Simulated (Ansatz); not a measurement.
Clean, relaxed (101) surface of TiAl, space group P4/mmm (No. 123) (top face towards +c; atoms held fixed, by place in the list: 1, 2, 3, 4):

```xyz
8
Lattice="2.7952 0.0000 0.0000 0.0000 4.9117 0.0000 0.0000 0.0000 23.8952" Properties=species:S:1:pos:R:3 pbc="T T T"
Ti    0.0000    1.5907    8.5000
Al    1.3976    4.0465    8.5000
Ti    0.0000    3.1814   10.7984
Al    1.3976    0.7256   10.7984
Ti    0.0000    4.7715   13.0841
Al    1.3976    2.3148   13.1054
Ti    0.0000    1.3983   15.3201
Al    1.3976    3.8448   15.4530
```

Method: Ansatz, DFT PBEsol, scalar-relativistic, plane waves, PAW. Cutoff 420 eV; k points 10×6×1 on the computed 8-atom cell (Γ-centred); Gaussian smearing, width 0.10 eV; no spin polarisation. The cell repeats along c with a dipole correction in the vacuum.

F (atom) is put at the bridge (Ti-Ti) at (0.50, 0.28) site, one adsorbate per 13.7 Å², and relaxed. E_ads counts from the clean slab and the free adsorbate (spin-polarised where it has unpaired electrons); negative means bound. Heights count from the highest slab atom after relaxation. Bonded neighbours lie within 1.25 times the sum of covalent radii (1.35 for H) and, on that scale, within 12 % of the closest. With the adsorbate the cell is lengthened along c to keep the vacuum.

Problem. How strongly does it bind, and where does its anchoring atom end?

Solution. -6.29 eV; at (0.50, 0.09), 2 bonded neighbours (Ti).

Problem. How high does its anchoring atom sit over the highest slab atom, and what is the shortest contact with the surface?

Solution. 1.23 Å; F–Al 1.98 Å.

Problem. The clean face has a work function of 4.38 eV. How does the adsorbate change it?

Solution. By -0.05 eV.

Each end is the local minimum or symmetric point that its start leads to. The slab is only 6.9 Å thick, so the energies aren't converged with thickness.

Spin polarisation was left out, and a magnetic state may lie lower.